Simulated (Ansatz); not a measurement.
LiBr:
```
LiBr
1.0
    0.00000     2.65515     2.65515
    2.65515     0.00000     2.65515
    2.65515     2.65515     0.00000
Li Br
1 1
Direct
  0.00000   0.00000   0.00000
  0.50000   0.50000   0.50000
```

Relaxed with LDA. Special points in fractions of this cell's reciprocal vectors: Γ (0.000, 0.000, 0.000); X (0.500, 0.000, 0.500); U (0.625, 0.250, 0.625); K (0.375, 0.375, 0.750); L (0.500, 0.500, 0.500); W (0.500, 0.250, 0.750).

**Question.** List the band energies nearest the valence-band maximum at these points for LDA in the plane-wave PAW code Ansatz.

**Answer.** In eV from the valence-band maximum; about four levels below and three above (degenerate sets whole), none deeper than 8.9 eV; points with the same levels are listed once.

```csv
k,below,above
Γ,-0.01 -0.01 -0.01,5.14 10.45 10.45 10.45
X,-3.48 -1.40 -1.40,6.22 6.72 12.25
U,-3.02 -2.24 -1.06,6.50 8.82 10.42
L,-3.42 -0.32 -0.32,5.40 7.90 7.90
W,-2.62 -2.62 -1.38,8.24 8.51 9.57 9.57
```

Space group Fm-3m (rock salt). The cell was relaxed with LDA under the symmetry of its start; phonons on a q-mesh show no instability. Scalar-relativistic: spin–orbit coupling is off unless named, which matters more the heavier the elements.

Potentials: the later of the program's two PAW sets.
